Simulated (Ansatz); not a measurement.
An Ansatz (an electronic-structure program) input:

Ansatz 0.2 input:
```yaml
crystal:
  lattice:
    - [0.0, 4.0215647285, 4.0215647285]
    - [4.0215647285, 0.0, 4.0215647285]
    - [4.0215647285, 4.0215647285, 0.0]
  atoms:
    - { symbol: Pb, position: [0.5, 0.5, 0.5] }
    - { symbol: Pb, position: [0.75, 0.75, 0.75] }
    - { symbol: Au, position: [0.125, 0.125, 0.125] }
    - { symbol: Au, position: [0.625, 0.125, 0.125] }
    - { symbol: Au, position: [0.125, 0.125, 0.625] }
    - { symbol: Au, position: [0.125, 0.625, 0.125] }
kpoints:
  mp_grid: { grid: [7, 7, 7] }
  band_path:
    path:
      - [[0.0, 0.0, 0.0], [0.5, 0.0, 0.5], [0.625, 0.25, 0.625]]  # Γ-X-U
      - [[0.375, 0.375, 0.75], [0.0, 0.0, 0.0], [0.5, 0.5, 0.5], [0.5, 0.25, 0.75], [0.5, 0.0, 0.5]]  # K-Γ-L-W-X
    npoints: 12
hamiltonian:
  xc: r2scan
  pseudopotentials: { kind: paw }
magnetization: { noncollinear: true, spin_orbit: true }
scf:
  n_extra_bands: 12
  convergence: { dr2_threshold: 0.0000000001 }
  occupations: { method: gaussian, width: 0.05 }
output: { eigenvalues: true }
```

### Question
How many symmetry operations and irreducible k-points will the run report?

### Answer
48 operations, 20 of 343 k-points.

### Question
With a cutoff of 500 eV, how many plane waves at Γ?

### Answer
3287.

It took about 9 core-minutes (a rough figure) on shared server cores.

Space group Fd-3m (cubic Laves (MgCu2 type)). The workflow started from an entry of the Crystallography Open Database (COD). Whether it is the stable phase at ambient conditions was not checked. The cell was relaxed with r²SCAN under the symmetry of its start; its stability against distortions is not shown here.

Potentials: the later of the program's two PAW sets.

Ansatz is a plane-wave DFT program.
